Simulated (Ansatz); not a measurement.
Level of theory: DFT PBE, scalar-relativistic, plane waves, PAW (Ansatz 0.2.0). All cells share a 420 eV cutoff and Γ-centred k meshes spaced at most about 0.3 Å⁻¹ (about 0.25 or finer for metals, 2π included). No spin polarisation in the final relaxations.

Temperature and zero-point effects are left out. All come from trial cells, and lower structures may exist.

Task: Which of these relaxed structures of ScC6 is the lowest in energy?
1.

```cif
data_structure
_symmetry_space_group_name_H-M 'Cm'
_symmetry_Int_Tables_number 8
_cell_length_a 7.8824
_cell_length_b 4.5299
_cell_length_c 3.7998
_cell_angle_alpha 90.000
_cell_angle_beta 107.757
_cell_angle_gamma 90.000
_cell_volume 129.21
loop_
_atom_site_label
_atom_site_type_symbol
_atom_site_symmetry_multiplicity
_atom_site_Wyckoff_symbol
_atom_site_fract_x
_atom_site_fract_y
_atom_site_fract_z
_atom_site_occupancy
Sc1 Sc 2 a 0.99198 0.50000 0.55118 1
C1 C 4 b 0.78272 0.83517 0.70197 1
C2 C 4 b 0.71415 0.16284 0.28449 1
C3 C 4 b 0.73971 0.34110 0.98765 1
```

2.

```cif
data_structure
_symmetry_space_group_name_H-M 'Amm2'
_symmetry_Int_Tables_number 38
_cell_length_a 3.8405
_cell_length_b 4.5851
_cell_length_c 7.8015
_cell_angle_alpha 90.000
_cell_angle_beta 90.000
_cell_angle_gamma 90.000
_cell_volume 137.38
loop_
_atom_site_label
_atom_site_type_symbol
_atom_site_symmetry_multiplicity
_atom_site_Wyckoff_symbol
_atom_site_fract_x
_atom_site_fract_y
_atom_site_fract_z
_atom_site_occupancy
Sc1 Sc 2 b 0.50000 0.50000 0.97737 1
C1 C 8 f 0.69311 0.66178 0.24654 1
C2 C 4 d 0.00000 0.65541 0.74779 1
```

Result: 1. It has space group Cm (No. 8); the next, 2, with space group Amm2 (No. 38), lies 35 meV/atom higher. Counting C atoms around Sc (those within 1.25 times the shortest such distance or 1.15 times the sum of covalent radii, 1.27 where that leaves under three; a plus sign parts nearer from farther groups), the lowest has Sc 12 and the next has Sc 8+4. The lowest and the next both hold C–C nets. Even the lowest lies +0.28 eV/atom against the elements.

A magnetic state wasn't ruled out in cells without spin, among them Amm2. Cells relaxed within their symmetry can be saddle points. The Cm cell of ScC6 came from shaking the Amm2 one. Some candidate types were left out of the draw beforehand, so a known form may be missing.
